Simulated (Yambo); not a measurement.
G0W0@LDA for LiF (rock salt, space group Fm-3m, No. 225) in Yambo. Reference settings: 8×8×8 Γ-centred k mesh, 65 bands and a 14 Ry block in the screening, 65 bands in G with the Bruneval-Gonze terminator, plasmon pole fitted at 27.2 eV. The LDA gap Γ → Γ on this mesh is 9.75 eV; G0W0 gaps are taken between the same points.

The settings were changed. The gap went from 14.74 eV to 14.63 eV, and the shift of the valence edge from -2.95 eV to -2.89 eV.

Problem. What was changed between the two runs?
A) 49 bands in W, 49 bands in G, 11 Ry block
B) 6×6×6 mesh
C) 4×4×4 mesh
D) 13 bands in W, 13 bands in G, 2 Ry block

Solution. A, 49 bands in W, 49 bands in G, 11 Ry block. The others gave (gap, valence shift): 6×6×6 mesh: 14.72, -2.92 eV; 4×4×4 mesh: 14.72, -2.89 eV; 13 bands in W, 13 bands in G, 2 Ry block: 15.75, -3.64 eV.

Geometry relaxed with LDA; primitive cell a = b = c = 2.761 Å, α = β = γ = 60.00°.

A shift is the quasiparticle energy of the state minus its LDA energy.
